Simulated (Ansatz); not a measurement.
A relaxed cell of NaCu₂Cl₂ is given with its symmetry left out. The cell was found from a structure generator's guess, not taken from experiment.

Method: DFT PBE, scalar-relativistic, plane waves, PAW in Ansatz. Cutoff 420 eV, Γ-centred mesh, Gaussian smearing, no spin polarisation.

```cif
data_structure
_symmetry_space_group_name_H-M 'P 1'
_symmetry_Int_Tables_number 1
_cell_length_a 8.2614
_cell_length_b 8.2614
_cell_length_c 4.4508
_cell_angle_alpha 90.000
_cell_angle_beta 90.000
_cell_angle_gamma 90.000
_cell_volume 303.77
loop_
_atom_site_label
_atom_site_type_symbol
_atom_site_fract_x
_atom_site_fract_y
_atom_site_fract_z
_atom_site_occupancy
Na1 Na 0.00000 0.00000 0.00000 1
Na2 Na 0.50000 0.50000 0.50000 1
Cu1 Cu 0.72457 0.72457 0.00000 1
Cu2 Cu 0.22457 0.77543 0.50000 1
Cu3 Cu 0.77543 0.22457 0.50000 1
Cu4 Cu 0.27543 0.27543 0.00000 1
Cl1 Cl 0.73733 0.73733 0.50000 1
Cl2 Cl 0.26267 0.26267 0.50000 1
Cl3 Cl 0.76267 0.23733 0.00000 1
Cl4 Cl 0.23733 0.76267 0.00000 1
```

Formation energies are uncorrected and refer to the elements' standard structures at the same level (Cl₂ as a molecule).

Question: Find its symmetry and describe it.

Answer: P4_2/mnm (No. 136). Conventional cell: a = 8.261 Å, c = 4.451 Å. Around Na lie 2 Cl at 2.77 Å and 2 Cu at 3.22 Å; Cu has 2 Cl at 2.23 Å and 1 Na at 3.22 Å; Cl is surrounded by 2 Cu at 2.23 Å and 1 Na at 2.77 Å.

Question: How far does it lie from the elements in energy?

Answer: −0.25 eV/atom. It lies below the elements, which doesn't yet make it stable against other compounds or structures.

Question: Is it a metal?

Answer: Yes, bands cross the Fermi level on the 6×6×8 mesh.

Question: From what recipe could a structure generator have reached it?

Answer: One such recipe: 4-connected net, two elements alternating, guests in its cages (P4_2/mnm, No. 136). Other recipes can lead to the same cell.

The last run used a 6×6×8 mesh (in the run's order of axes) for its 10-atom cell and Gaussian smearing of 0.10 eV. No Hubbard U is applied to the 3d shell of Cu. A structure relaxed within its symmetry needn't be a true minimum.
